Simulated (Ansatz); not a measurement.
Ta2O5:
Space group Pmmm (No. 47); a = 3.6492 Å, b = 3.8371 Å, c = 6.3651 Å, α = β = γ = 90.00°

```json
[
 {"atom": "O", "site": "2q", "symmetry": "mm2", "x": "0.0000", "y": "0.0000", "z": "0.3210"},
 {"atom": "O", "site": "1h", "symmetry": "mmm", "x": "0.5000", "y": "0.5000", "z": "0.5000"},
 {"atom": "Ta", "site": "1d", "symmetry": "mmm", "x": "0.5000", "y": "0.0000", "z": "0.5000"},
 {"atom": "O", "site": "1b", "symmetry": "mmm", "x": "0.5000", "y": "0.0000", "z": "0.0000"},
 {"atom": "Ta", "site": "1a", "symmetry": "mmm", "x": "0.0000", "y": "0.0000", "z": "0.0000"},
 {"atom": "O", "site": "1e", "symmetry": "mmm", "x": "0.0000", "y": "0.5000", "z": "0.0000"}
]
```

Relaxed at zero pressure with DFT-LDA in the program Ansatz with PAW potentials.

Q: The volume is raised by 3 % and shape and atoms relax at that volume. What pressure results, and how do the axes share the change?

A: -6.1 GPa; a 0.5 %, b 0.7 %, c 1.8 %; the energy rises by 7 meV/atom.

Q: Give the new structure.

A: 
Space group Pmmm (No. 47); a = 3.668 Å, b = 3.863 Å, c = 6.479 Å, α = β = γ = 90.00°

```
atom  site  symmetry       x       y       z
----  ----  --------  ------  ------  ------
O       2q       mm2  0.0000  0.0000  0.3205
O       1h       mmm  0.5000  0.5000  0.5000
Ta      1d       mmm  0.5000  0.0000  0.5000
O       1b       mmm  0.5000  0.0000  0.0000
Ta      1a       mmm  0.0000  0.0000  0.0000
O       1e       mmm  0.0000  0.5000  0.0000
```

The phase is kept; no other phase was compared at this pressure.

The workflow started from an entry of the Crystallography Open Database (COD); the relaxed space group is not among those it files for this formula. COD files the formula under space group No. 49, so this cell is another polymorph or a model. Its standing as an ambient phase is unchecked. The LDA relaxation kept the symmetry of its start. At this level the phase is dynamically unstable (imaginary phonons). No spin polarisation was allowed. Scalar-relativistic: spin–orbit coupling is off unless named, which matters more the heavier the elements.

Potentials: the later of the program's two PAW sets.
